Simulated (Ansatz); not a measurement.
Zr2Ni:
Space group I4/mcm (No. 140); a = b = 6.362 Å, c = 5.087 Å, α = β = γ = 90.00°

```
atom  site  symmetry       x       y       z
----  ----  --------  ------  ------  ------
Zr      8h      m.2m  0.3370  0.1630  0.0000
Ni      4a       422  0.0000  0.0000  0.2500
```
(The calculation used a cell of 6 atoms; values per cell refer to that cell.)

Relaxed at zero pressure with LDA in the plane-wave PAW code Ansatz.

### Question
The volume is raised by 9 % and shape and atoms relax at that volume. What pressure results, and how do the axes share the change?

### Answer
-10.1 GPa; a 2.5 %, b 2.5 %, c 3.8 %; the energy rises by 52 meV/atom.

### Question
Give the new structure.

### Answer

Space group I4/mcm (No. 140); a = 6.520 Å, b = 6.520 Å, c = 5.279 Å, α = 90.00°, β = 90.00°, γ = 90.00°

| atom | site | symmetry | x | y | z |
|---|---|---|---|---|---|
| Zr | 8h | m.2m | 0.3349 | 0.1651 | 0.0000 |
| Ni | 4a | 422 | 0.0000 | 0.0000 | 0.2500 |

The phase is kept; no other phase was compared at this pressure.

The workflow started from a Materials Project entry (that database holds measured and hypothetical structures alike); the Crystallography Open Database files this formula in space group No. 140, but the cells were not matched. Its standing as an ambient phase is unchecked. The LDA relaxation kept the symmetry of its start; of distortions, only those at the zone centre were tested. The run is not spin-polarised. Axis ratios of metals converge slowly with the k-mesh, so a and c are less sure than the volume.

Potentials: the later of the program's two PAW sets.
